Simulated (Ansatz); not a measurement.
SrCu2As2 in space group I4/mmm (No. 139; Sr on 2a, Cu on 4d, As on 4e), PBE (plane waves, PAW; program Ansatz), all energies at zero smearing, with the estimated change up to a 700 eV cutoff added, with one set of potentials and settings (totals compare only within such a set). Cell of 5 atoms (1 Sr, 2 Cu, 2 As): -26509.422 eV.

| element | reference phase | E (eV/atom) |
|---|---|---|
| Sr | C2/m, 3 atoms in the cell | -3544.2201 |
| Cu | Fm-3m, 1 atoms in the cell | -6625.1757 |
| As | R-3m, 2 atoms in the cell | -4856.1377 |

Formation energy per atom, worked out: (-26509.422 − 1×(-3544.2201) − 2×(-6625.1757) − 2×(-4856.1377))/5 = -0.515 eV/atom (-50 kJ per mol of atoms), at 0 K, without zero-point energy or fitted corrections.

The first step of the workflow began from a Materials Project structure, measured or hypothetical; the Crystallography Open Database copy checked does not list it. Its standing as an ambient phase is unchecked. The cell was relaxed with PBE under the symmetry of its start; of distortions, only those at the zone centre were tested, and some modes there are weakly imaginary. No spin polarisation was allowed. The references are the lowest solids computed at this level, not always the standard phases.

Potentials: the later of the program's two PAW sets.
